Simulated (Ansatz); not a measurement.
**Pd, beta-Sn type: geometry optimisation**

Method: DFT, LDA (PW92), plane waves (420 eV) with PAW, scalar-relativistic (Ansatz 0.2.0). The PAW files were generated under PBE, with cores re-solved for the functional.

k-point mesh 13×13×9, Fermi-Dirac smearing 0.1 eV, no spin polarisation. Cell and atoms relax.

Starting structure:

```
Pd
1.0
    -2.41859    2.41859    1.32055
     2.41859   -2.41859    1.32055
     2.41859    2.41859   -1.32055
Pd
2
Cartesian
  0.0000 0.0000 0.0000
  0.0000 2.4186 0.6603
```

Task: The pressure at the start is 1.3 GPa. By how much does the volume change?

Result: From 15.45 to 14.38 Å³ per atom, -6.9 %. The final cell has a = 2.653 Å, b = 4.702 Å, c = 9.222 Å.

The cell has left the beta-Sn structure type; it ends in Fddd.

Task: How much energy does the relaxation gain?

Result: 348.0 meV per atom.

Path of the relaxation (the plane waves are chosen anew near the end, which can shift the energy a little):

```json
{"step": "0", "E − E(final) (meV/atom)": "348.05", "V (Å³/atom)": "15.449", "P (GPa)": "1.29", "max force (eV/Å)": "0.000"}
{"step": "1", "E − E(final) (meV/atom)": "345.16", "V (Å³/atom)": "15.572", "P (GPa)": "-0.29", "max force (eV/Å)": "0.000"}
{"step": "2", "E − E(final) (meV/atom)": "345.12", "V (Å³/atom)": "15.539", "P (GPa)": "0.11", "max force (eV/Å)": "0.000"}
{"step": "3", "E − E(final) (meV/atom)": "345.10", "V (Å³/atom)": "15.543", "P (GPa)": "0.05", "max force (eV/Å)": "0.000"}
{"step": "4", "E − E(final) (meV/atom)": "343.86", "V (Å³/atom)": "15.512", "P (GPa)": "0.34", "max force (eV/Å)": "0.001"}
{"step": "5", "E − E(final) (meV/atom)": "339.92", "V (Å³/atom)": "15.493", "P (GPa)": "0.28", "max force (eV/Å)": "0.001"}
{"step": "6", "E − E(final) (meV/atom)": "317.32", "V (Å³/atom)": "15.296", "P (GPa)": "1.05", "max force (eV/Å)": "0.005"}
{"step": "7", "E − E(final) (meV/atom)": "274.78", "V (Å³/atom)": "15.110", "P (GPa)": "0.37", "max force (eV/Å)": "0.012"}
{"step": "8", "E − E(final) (meV/atom)": "215.94", "V (Å³/atom)": "14.860", "P (GPa)": "-0.69", "max force (eV/Å)": "0.012"}
{"step": "9", "E − E(final) (meV/atom)": "158.53", "V (Å³/atom)": "14.337", "P (GPa)": "1.51", "max force (eV/Å)": "0.016"}
{"step": "10", "E − E(final) (meV/atom)": "131.14", "V (Å³/atom)": "14.047", "P (GPa)": "-0.42", "max force (eV/Å)": "0.007"}
{"step": "11", "E − E(final) (meV/atom)": "129.64", "V (Å³/atom)": "14.071", "P (GPa)": "0.52", "max force (eV/Å)": "0.001"}
{"step": "12", "E − E(final) (meV/atom)": "129.42", "V (Å³/atom)": "14.082", "P (GPa)": "-0.01", "max force (eV/Å)": "0.005"}
{"step": "13", "E − E(final) (meV/atom)": "129.41", "V (Å³/atom)": "14.081", "P (GPa)": "-0.02", "max force (eV/Å)": "0.001"}
{"step": "14", "E − E(final) (meV/atom)": "129.40", "V (Å³/atom)": "14.082", "P (GPa)": "0.00", "max force (eV/Å)": "0.001"}
{"step": "15", "E − E(final) (meV/atom)": "60.33", "V (Å³/atom)": "14.082", "P (GPa)": "6.64", "max force (eV/Å)": "0.000"}
{"step": "16", "E − E(final) (meV/atom)": "21.54", "V (Å³/atom)": "14.150", "P (GPa)": "4.18", "max force (eV/Å)": "0.003"}
{"step": "17", "E − E(final) (meV/atom)": "2.21", "V (Å³/atom)": "14.216", "P (GPa)": "2.53", "max force (eV/Å)": "0.001"}
{"step": "18", "E − E(final) (meV/atom)": "1.40", "V (Å³/atom)": "14.501", "P (GPa)": "-1.94", "max force (eV/Å)": "0.002"}
{"step": "19", "E − E(final) (meV/atom)": "0.51", "V (Å³/atom)": "14.374", "P (GPa)": "-0.03", "max force (eV/Å)": "0.001"}
{"step": "20", "E − E(final) (meV/atom)": "0.51", "V (Å³/atom)": "14.372", "P (GPa)": "-0.01", "max force (eV/Å)": "0.000"}
{"step": "21", "E − E(final) (meV/atom)": "0.01", "V (Å³/atom)": "14.372", "P (GPa)": "0.11", "max force (eV/Å)": "0.000"}
{"step": "22", "E − E(final) (meV/atom)": "0.00", "V (Å³/atom)": "14.379", "P (GPa)": "0.01", "max force (eV/Å)": "0.000"}
{"step": "23", "E − E(final) (meV/atom)": "0.00", "V (Å³/atom)": "14.379", "P (GPa)": "0.01", "max force (eV/Å)": "0.000"}
```

The k-point mesh keeps fewer symmetry operations than the starting structure has, so the cell can leave it.
